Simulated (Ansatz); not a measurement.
Run record: phonons of FeNi$_{3}$ (Pm-3m)

Computed with LDA, PAW on Ansatz 0.2.0's default frozen-core files (fitted under PBE), scalar-relativistic, spin-polarised; not a measurement.

The cell comes from a PAW relaxation under the same functional.

Command:

```sh
ansatz run input.yaml --threads 2 --pin off --max-ram 8192MiB --backend cpu --events-out ev --progress --plain --runs-dir out
```

input.yaml:

```yaml
crystal:
  lattice:
    - [3.44666905287, 0.0, 0.0]
    - [0.0, 3.44666905287, 0.0]
    - [0.0, 0.0, 3.44666905287]
  atoms:
    - { symbol: Fe, position: [0.0, 0.0, 0.0], spin: 2.7 }
    - { symbol: Ni, position: [0.0, 0.5, 0.5], spin: 0.6 }
    - { symbol: Ni, position: [0.5, 0.0, 0.5], spin: 0.6 }
    - { symbol: Ni, position: [0.5, 0.5, 0.0], spin: 0.6 }
magnetization:
  spin_polarized: true
kpoints:
  mp_grid: { grid: [8, 8, 8] }
scf:
  occupations: { method: fermi_dirac, width: 0.08 }
hamiltonian:
  xc: lda
  pseudopotentials: { kind: paw }
phonons:
  supercell: [1, 1, 1]
```

The program printed:

```
Warning: RAYON_NUM_THREADS=2 ignored (pool sized by the plan → 2); use --threads N
Engine: ansatz 0.2.0, x86_64-unknown-linux-gnu
Pseudopotentials: kind: paw
Pseudopotential: Fe, paw, valence charge 16, recommended cutoff 420 eV (normal), Fe.paw.azcp
Pseudopotential: Ni, paw, valence charge 18, recommended cutoff 420 eV (normal), Ni.paw.azcp
Functional definition: SPW92
  exchange = slater_x
  correlation = pw_c
Crystal: 4 atoms, lattice volume = 40.945 Å³
Basis set: ecut = 420 eV, 799 PW (Γ)
Bands: 45, of which v1, the nominal top of the filled ones, is band 35 counted from 1 (34 counted from 0)
Symmetry: 48 space group operations
Space group: Pm-3m (ITA 221), of the structure as read, at distance tolerance 3.4e-5 Å
Magnetic group: BNS 221.92 (UNI 1594), of the structure as read, at distance tolerance 3.4e-5 Å
k-points: 35 of 512
Non-local potential: Fe, projectors of the file, l = 0: 3, l = 1: 2, l = 2: 3, l = 3: 1
Non-local potential: Ni, projectors of the file, l = 0: 3, l = 1: 2, l = 2: 3, l = 3: 1
PAW form: soft (Blöchl's): semilocal exchange-correlation on the pseudo side does not see the compensation charge
PAW frozen core: Fe, regenerated for the run's functional, and the local potential with it (the file was generated under x = pbe(κ = 0.804, μ = 0.2195149727645171), c = pbe(β = 0.06672455060314922))
PAW frozen core: Ni, regenerated for the run's functional, and the local potential with it (the file was generated under x = pbe(κ = 0.804, μ = 0.2195149727645171), c = pbe(β = 0.06672455060314922))
PAW one-centre angular grid: Fe, 590 points (default); XC on 64 Gauss nodes
PAW one-centre angular grid: Ni, 590 points (default); XC on 64 Gauss nodes
Initial density: superposition of atomic densities (chi_scale 0.1, normalization cell)
Starting moments: Σ|m| = 4.5 μB on 4 of 4 sites
Initial wavefunctions: pseudopotential atomic-orbital guess
Functional: x = slater, c = lda
SCF 1 converged in 13 iterations: F = -21740.374708 eV  dr2 = 4.03e-8
  greatest PAW one-centre occupation: 1.003 electrons in one spin orbital (limit 2), on the Fe atom at site 0 (counted from 0), in its partial waves of l = 1
a single point of the input's cell can leave the moments in the input for a lower state (scf.lower_state_search): this run first made a single point of its cell. This run's own SCFs start from the density of the state that the ...
Initial density: read from a saved state, or passed on in memory by an earlier SCF of this step, an earlier step, the calling program or the single point that the run made first
Stability of the state it starts from, as read at its close in the collinear treatment: not read negative (Ritz values of 1 − χ₀K, real part plus size of imaginary part, from 0.71 to 0.97, by its mixing steps under the symmetry ...
Starting moments: Σ|m| = 4.5 μB on 4 of 4 sites; this step starts from the density that it was given
iter 1 solved again at ethr=8.47e-9 eV; its pass at ethr=3.10e-3 eV (dr2=5.93e-6 eV) is discarded
SCF iter   1: F=—  HF=-21740.374708 eV  |F-HF|=—  |Δ(HF+E_count)|=         —  Δρ=4.15e-6 (↑3.18e-6 ↓4.15e-6)  dr2=1.22e-8  dr2_m=1.21e-10  M=4.515 μB ∫|m|=4.815 μB  β_m=0.65  ethr=8.47e-9  ⟨swp⟩=4.0  Hψ=20555  notcnv=0
[... 31 lines left out ...]
SCF iter   3: F=—  HF=-21740.374713 eV  |F-HF|=—  |Δ(HF+E_count)|=   9.67e-7  Δρ=2.56e-5 (↑1.26e-5 ↓2.56e-5)  dr2=3.48e-7  dr2_m=2.61e-8  M=4.515 μB ∫|m|=4.815 μB  β_m=0.74  ethr=2.24e-8  ⟨swp⟩=2.0  Hψ=18473  notcnv=0  defer=357
SCF iter   4: F=—  HF=-21740.374677 eV  |F-HF|=—  |Δ(HF+E_count)|=   3.57e-5  Δρ=8.73e-5 (↑2.71e-5 ↓8.73e-5)  dr2=4.52e-6  dr2_m=3.59e-7  M=4.515 μB ∫|m|=4.815 μB  β_m=0.74  ethr=4.97e-10  ⟨swp⟩=2.2  Hψ=23253  notcnv=0  defer=357
SCF iter   5: F=—  HF=-21740.374677 eV  |F-HF|=—  |Δ(HF+E_count)|=   2.36e-7  Δρ=1.43e-5 (↑4.82e-6 ↓1.43e-5)  dr2=1.20e-7  dr2_m=9.90e-9  M=4.515 μB ∫|m|=4.815 μB  β_m=0.68  ethr=4.97e-10  ⟨swp⟩=2.0  Hψ=18354  notcnv=0  defer=357
SCF iter   6: F=—  HF=-21740.374677 eV  |F-HF|=—  |Δ(HF+E_count)|=   1.42e-8  Δρ=2.39e-5 (↑8.80e-6 ↓2.39e-5)  dr2=3.40e-7  dr2_m=2.27e-8  M=4.515 μB ∫|m|=4.815 μB  β_m=0.44  ethr=1.72e-10  ⟨swp⟩=2.2  Hψ=17123  notcnv=0  defer=357  recentre
SCF iter   7: F=—  HF=-21740.374677 eV  |F-HF|=—  |Δ(HF+E_count)|=   1.96e-8  Δρ=6.45e-6 (↑2.27e-6 ↓6.45e-6)  dr2=2.52e-8  dr2_m=1.98e-9  M=4.515 μB ∫|m|=4.815 μB  β_m=0.55  ethr=1.72e-10  ⟨swp⟩=2.3  Hψ=16492  notcnv=0  defer=357
SCF iter   8: F=—  HF=-21740.374677 eV  |F-HF|=—  |Δ(HF+E_count)|=   1.35e-9  Δρ=1.68e-6 (↑7.50e-7 ↓1.68e-6)  dr2=1.65e-9  dr2_m=1.13e-10  M=4.515 μB ∫|m|=4.815 μB  β_m=0.48  ethr=3.60e-11  ⟨swp⟩=1.0  Hψ=12900  notcnv=0  defer=357
SCF iter   9: F=—  HF=-21740.374677 eV  |F-HF|=—  |Δ(HF+E_count)|=  1.42e-10  Δρ=2.78e-7 (↑1.76e-7 ↓2.78e-7)  dr2=4.50e-11  dr2_m=1.84e-12  M=4.515 μB ∫|m|=4.815 μB  β_m=0.71  ethr=2.36e-12  ⟨swp⟩=1.0  Hψ=12906  notcnv=0  defer=357
SCF iter  10: F=—  HF=-21740.374677 eV  |F-HF|=—  |Δ(HF+E_count)|=  3.64e-12  Δρ=2.29e-7 (↑9.69e-8 ↓2.29e-7)  dr2=3.20e-11  dr2_m=1.77e-12  M=4.515 μB ∫|m|=4.815 μB  β_m=0.79  ethr=1.00e-12  ⟨swp⟩=1.0  Hψ=12900  notcnv=0  defer=357
SCF iter  11: F=-21740.374677 eV  HF=-21740.374677 eV  |F-HF|=7.28e-12  |Δ(HF+E_count)|=    0.00e0  Δρ=8.48e-8 (↑3.28e-8 ↓8.48e-8)  dr2=4.38e-12  dr2_m=2.99e-13  M=4.515 μB ∫|m|=4.815 μB  ethr=1.00e-12  ⟨swp⟩=4.0  Hψ=52950  notcnv=0
SCF 4 converged in 11 iterations: F = -21740.374677 eV  dr2 = 4.38e-12
SCF converged after 6 iterations
Magnetization: 4.5153 μB (37.2576 up, 32.7424 down)
Absolute magnetization: 4.8178 μB (∫|ρ↑−ρ↓|, with the PAW one-centre terms)
Spin contamination: 0.0713 ħ² per cell (⟨S²⟩ above its minimum at these occupations)
Per-site moments (μB) at R_I (Å): [(2.6968435000051136, 1.0053297621634543), (0.6296339910011691, 1.0053297621634543), (0.6296339910011689, 1.0053297621634543), (0.6296339910011696, 1.0053297621634543)]
Free energy (F): -21740.374708 eV
Harris-Foulkes:  -21740.374708 eV  (|F-HF|=4.37e-11)
Internal energy: -21740.306091 eV  (E = F + TS)
E sigma→0 (E₀):  -21740.340400 eV
Entropy (-TS):   -0.068617 eV (-17.154 meV/atom)
Fermi energy:    19.766563 eV
--- Per-component energies (eV) ---
  E_band       = -970.099006
  E_kinetic    = 1204.984625
  E_local      = -11983.497623  (includes V_loc(G=0)·N_el)
  E_nonlocal   = 2136.177332
  E_hartree    = 5013.054726
  E_xc         = -374.049007
  E_vxc        = -484.245934  (∫ρ·V_xc dr)
  E_paw        = -5992.213291  (= ΣΔE_a)
  E_vpaw       = -1869.628844  (= ΣTr[D̂ρ^β])
  E_aug_tail   = 0.001871  (compensation charges beyond the density's cutoff)
  E_ewald      = -11746.468621
  E_core_change = 1.703897  (= ΣΔE_core)
  E_smearing   = -0.068617  (= −TS)
  E_closure    = 0.000000  (closes the sum)
  Σ components = -21740.374708   (vs F -21740.374708, Δ=0.00e0)
--- Forces (eV/Å), atoms counted from 1 ---
  atom   1  Fe    -0.00000000    -0.00000000     0.00000000
  atom   2  Ni     0.00000000     0.00000000     0.00000000
  atom   3  Ni     0.00000000    -0.00000000     0.00000000
  atom   4  Ni     0.00000000    -0.00000000     0.00000000
  max |Σ_I F_I| component: 2.09e-28 eV/Å
--- Phonons: 2 displaced members + reference (amplitude 0.0025 Å, Σ member SCF iterations 21) ---
  symmetry images taken by strict's conditions (phonons.symmetry_images: auto; settled by no image being taken that strict refuses)
  ASR residual: 5.825e-5 → 0.000e0 eV/Å²; symmetrization residual: 3.256e-5 eV/Å²
  largest component of a force at the reference: 9.5e-29 eV/Å
  ASR residual per site (eV/Å²): 3.14e-5 5.83e-5 5.83e-5 5.83e-5
  Γ frequencies (cm⁻¹): 0.00 0.00 0.00 213.33 213.33 213.33 219.23 219.23 219.23 295.18 295.18 295.18
  density of states and harmonic sums: on the 18×18×18 q-mesh, interpolated from the force constants of a 1×1×1 supercell (no non-analytic term)
  largest difference from the sums on the solved wave vectors: F 4.45e-1 eV, S 7.03e-4 and C_V 2.58e-4 eV/K
```

Self-consistency was reached.

**Zone-centre phonons**

Harmonic phonons of a crystal by Kohn-Sham DFT at the given cell, standard atomic masses, acoustic sum rule imposed; negative wavenumbers are unstable modes; optical zone-centre levels upwards with Mulliken labels, activity, and the element with most of the kinetic energy.

- Point group: m-3m

```
number  phonon wavenumber (cm⁻¹)  label  infrared  raman  lead element
     1                     213.3    T2u        no     no            Ni
     2                     219.2    T1u       yes     no            Fe
     3                     295.2    T1u       yes     no            Ni
```

Known limits: frozen-core PAW files fitted under PBE, their cores solved anew for the functional of the run; a lower magnetic state may exist; responses of metals move with mesh and smearing; zone-boundary modes aren't tested; activity by symmetry alone, a metal screens infrared modes.

Cost: 22 s on 2 threads of AMD EPYC 9R45 96-Core Processor (Zen 5), on a shared host, peak memory 0.72 GiB.
